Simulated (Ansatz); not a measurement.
**Vibrational response of Al5Co3Ni2**

These are results of DFT PBE, scalar-relativistic, plane waves, PAW (Ansatz), not measurements. Cutoff 420 eV, 14×14×4 k-points (Γ-centred), Fermi-Dirac smearing of 0.15 eV. No spin polarisation. Phonons by linear response, acoustic sum rule imposed.

Equilibrium structure at this level:
```xyz
10
Lattice="2.8573 0.0000 0.0000 0.0000 2.8573 0.0000 0.0000 0.0000 14.4924" Properties=species:S:1:pos:R:3 pbc="T T T"
Al    0.0000    0.0000    8.6768
Al    0.0000    0.0000    5.8157
Al    0.0000    0.0000    2.9556
Al    0.0000    0.0000    0.0000
Al    0.0000    0.0000   11.5369
Co    1.4286    1.4286    7.2462
Co    1.4286    1.4286    4.3836
Co    1.4286    1.4286   10.1089
Ni    1.4286    1.4286    1.4837
Ni    1.4286    1.4286   13.0087
```

It was reached by relaxing an invented guess, and it needn't be the stable form of this composition. In a metal, frequencies depend on the k mesh and the smearing, soft modes most.

Question: Is this structure stable against zone-centre distortions?

Answer: Yes, at Γ: no optical mode is imaginary. Strains and other wave vectors aren't tested by this run.

Question: List the optical modes at Γ (i marks imaginary ones).

Answer:
| frequency (cm⁻¹) | degeneracy |
| --- | --- |
| 101 | 2 |
| 103 | 2 |
| 127 | 1 |
| 129 | 1 |
| 165 | 2 |
| 180 | 2 |
| 201 | 1 |
| 228 | 1 |
| 270 | 2 |
| 282 | 2 |
| 294 | 2 |
| 306 | 2 |
| 307 | 1 |
| 318 | 2 |
| 329 | 1 |
| 335 | 1 |
| 365 | 1 |
| 385 | 1 |
